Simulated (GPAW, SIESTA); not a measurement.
This is a calculation of TeAs2 for GPAW 26.7.0 (ASE script). Atoms were shifted at random by some hundredths of an Å from the given cell, which wasn't relaxed again for these runs. The cell comes from a database or a generator and needn't be the stable form of this composition.

The input run.py:

```python
from ase import Atoms
from ase.dft.bandgap import bandgap
from ase.io import write
from ase.units import GPa
from gpaw import GPAW, PW, setup_paths

setup_paths.insert(0, '.')

atoms = Atoms(['Te', 'Te', 'As', 'As', 'As', 'As'],
              cell=[[-3.556454, 3.556454, 2.940516],
                    [3.556454, -3.556454, 2.940516],
                    [3.556454, 3.556454, -2.940516]],
              scaled_positions=[[0.007291, -0.001574, 0.001857],
                                [0.746307, 0.244721, 0.492722],
                                [0.861125, 0.611519, 0.240215],
                                [0.377215, 0.617579, 0.753591],
                                [0.367813, 0.118079, 0.745547],
                                [0.391018, 0.632289, 0.243712]],
              pbc=True)

calc = GPAW(mode=PW(600),
            xc='PBEsol',
            kpts={'size': (6, 6, 6), 'gamma': True},
            occupations={'name': 'fermi-dirac', 'width': 0.05},
            nbands=30,
            convergence={'density': 1e-05, 'energy': 1e-05},
            maxiter=150,
            txt='gpaw.txt')
atoms.calc = calc
energy = atoms.get_potential_energy()
forces = atoms.get_forces()
stress = atoms.get_stress()
calc.write('gs.gpw')
write('result.traj', atoms)
print(f'Energy: {energy:.6f} eV')
print('Forces (eV/A):')
print(forces.round(4))
print('Stress (GPa):', (stress / GPa).round(3))
print('Fermi level:', round(calc.get_fermi_level(), 4), 'eV')
print(f'Gap: {bandgap(calc)[0]:.4f} eV, direct: {bandgap(calc, direct=True)[0]:.4f} eV')
```

Potentials or basis: PAW data sets generated in the run's folder for this functional, pw.

Run with:

```bash
$ gpaw-setup -f PBEsol As Te
$ OMP_NUM_THREADS=1 python run.py
```

Translate it to SIESTA 5.4.2. Potentials or basis there: files PseudoDojo sr-pbesol-0.4.1-standard, DZP (energy shift 0.003 Ry; two zetas on semicore shells).

As run (cutoffs and basis follow the program's own potentials, and thresholds, step limits or extra output files can differ):

File TeAs2.fdf:

```
SystemName                      TeAs2
SystemLabel                     TeAs2
NumberOfSpecies                 2
NumberOfAtoms                   6
%block ChemicalSpeciesLabel
  1  52 Te
  2  33 As
%endblock ChemicalSpeciesLabel

LatticeConstant                 1.0 Ang
%block LatticeVectors
    -3.5564540000     3.5564540000     2.9405160000
     3.5564540000    -3.5564540000     2.9405160000
     3.5564540000     3.5564540000    -2.9405160000
%endblock LatticeVectors
AtomicCoordinatesFormat         Fractional
%block AtomicCoordinatesAndAtomicSpecies
     0.0072910000    -0.0015740000     0.0018570000  1  Te
     0.7463070000     0.2447210000     0.4927220000  1  Te
     0.8611250000     0.6115190000     0.2402150000  2  As
     0.3772150000     0.6175790000     0.7535910000  2  As
     0.3678130000     0.1180790000     0.7455470000  2  As
     0.3910180000     0.6322890000     0.2437120000  2  As
%endblock AtomicCoordinatesAndAtomicSpecies

%block kgrid.MonkhorstPack
    6   0   0  0.0
    0   6   0  0.0
    0   0   6  0.0
%endblock kgrid.MonkhorstPack
XC.Functional                   GGA
XC.Authors                      PBEsol
PAO.BasisSize                   DZP
PAO.EnergyShift                 0.003 Ry
Mesh.Cutoff                     500 Ry
OccupationFunction              FD
ElectronicTemperature           0.05 eV
MaxSCFIterations                120
SCF.MustConverge                false
SCF.Mixer.Method                Pulay
SCF.Mixer.Weight                0.25
SCF.Mixer.History               8
SCF.DM.Tolerance                5.0e-05
SCF.H.Tolerance                 1.0e-03 eV
WriteForces                     true
Charge.Mulliken                 end
%block PAO.Basis
  Te 4
  n=5 0 2
    5.613 0.000
  n=5 1 2
    7.253 0.000
  n=4 2 2
    3.260 0.000
  n=5 2 1
    7.253
  As 4
  n=4 0 2
    5.501 0.000
  n=4 1 2
    7.312 0.000
  n=3 2 2
    2.890 0.000
  n=4 2 1
    7.312
%endblock PAO.Basis
```

Potentials or basis: PseudoDojo 0.4 standard (PBEsol files), converted to PSML, two zetas on semicore shells, DZP (energy shift 0.003 Ry; two zetas on semicore shells).

Command:

```sh
$ siesta TeAs2.fdf > TeAs2.out 2>&1
```

Both were run:

|  | GPAW | SIESTA |
| --- | --- | --- |
| Pressure | -3.8 GPa | -1.7 GPa |
| Energy over the undisturbed cell | -4.7 meV/atom | -1.6 meV/atom |

The potentials hold 32 and 92 valence electrons a cell.

The undisturbed cell isn't at this level's minimum, so the move can lower the energy.

The two runs disagree by more than potentials and bases usually give (in gap, levels, pressure or energy); the cause wasn't traced.

Pressure is positive in compression.
